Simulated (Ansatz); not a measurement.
TaW:
```cif
data_TaW
_chemical_formula_sum 'Ta1 W1'
_space_group_name_H-M_alt 'P 1'
_space_group_IT_number 1
_cell_length_a 3.77875
_cell_length_b 3.77875
_cell_length_c 3.77875
_cell_angle_alpha 60.000
_cell_angle_beta 60.000
_cell_angle_gamma 60.000
loop_
_space_group_symop_operation_xyz
  'x, y, z'
loop_
_atom_site_label
_atom_site_type_symbol
_atom_site_fract_x
_atom_site_fract_y
_atom_site_fract_z
_atom_site_occupancy
Ta1 Ta 0.00000 0.00000 0.00000 1
W1 W 0.50000 0.50000 0.50000 1
```

Relaxed with r²SCAN.

Q: Tabulate the valence density and the electron localisation function along the shortest Ta–W contact (2.67 Å), DFT-r²SCAN in the program Ansatz with PAW potentials.

A: 

```tsv
distance from Ta (Å)	density (e/Å³)	ELF
0.27	4.23	0.27
0.40	4.57	0.58
0.53	4.09	0.74
0.67	3.00	0.76
0.80	1.84	0.66
0.94	1.00	0.47
1.07	0.61	0.34
1.20	0.49	0.36
1.34	0.47	0.43
1.47	0.53	0.44
1.60	0.69	0.43
1.74	1.11	0.52
1.87	1.99	0.66
2.00	3.30	0.76
2.14	4.67	0.75
2.27	5.39	0.60
2.40	5.05	0.28
```

The density is the valence pseudo-density with augmentation charge, so density and ELF within about 1 Å of a nucleus are not all-electron values.

Space group Fm-3m (rock salt). The start of the workflow was typed in or built on a structure type; neither database checked (COD, Materials Project) lists it. Whether it is the stable phase at ambient conditions was not checked. The cell was relaxed with r²SCAN under the symmetry of its start. At this level the phase is mechanically unstable. No spin polarisation was allowed. Its formation energy is positive at this level, so the cell may be metastable or incomplete. Scalar-relativistic: spin–orbit coupling is off unless named, which matters more the heavier the elements.

Potentials: the later of the program's two PAW sets.
